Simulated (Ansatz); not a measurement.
Starting cell, Sn (beta-Sn type, space group I4_1/amd):

```
Sn
1.0
   -2.97355     2.97355     1.60610
    2.97355    -2.97355     1.60610
    2.97355     2.97355    -1.60610
Sn
2
Cartesian
  0.00000   2.97355   0.80305
  0.00000   0.00000   0.00000
```

In each cell atom 2 (Sn, nearest neighbour Sn at 3.080 Å; its periodic images, 3.2 Å or more away, move with it) moves by s·(0.707, 0.707, 0.000) (along Cartesian [110]), the rest being held.

The numbers are results of PBE (plane waves to 420 eV, PAW, scalar-relativistic; Ansatz, a first-principles code), not measurements. k mesh 13×13×13 (Γ-centred), Fermi-Dirac smearing 0.05 eV. The energy includes the smearing's −TS. With partly filled bands, energies and forces of such displacements shift with the k mesh and the smearing. Sn was relaxed with its symmetry unable to fall. The PAW data are Ansatz's earlier set. The zero of ΔE is the undisplaced structure. The last digit holds for this mesh only.

```csv
s (Å),ΔE (meV/cell)
-0.920,1511.2
-0.736,withheld
-0.552,516.4
-0.368,221.0
-0.184,54.1
0.000,0.0
0.184,54.1
0.368,221.0
0.552,516.4
0.736,withheld
0.920,1511.2
```

Question: Fit an even polynomial form (powers 2, 4, 6) to the given rows and predict ΔE at s = -0.736.

Answer: Least squares on the 9 given rows: ΔE = (1572)·s² + (485.9)·s⁴ + (-276.5)·s⁶, in meV/cell with s in Å; root-mean-square residual 0.20 meV/cell. At -0.736 the fit gives 950.2 meV/cell; the calculation gives 943.8 meV/cell, so the interpolation is off by 6.4 (+0.7 %). The quadratic term alone would give 851.5 meV/cell.

(A displaced cell: forces are minus the slopes of the energy, force constants its curvatures, and phonons follow from these.)
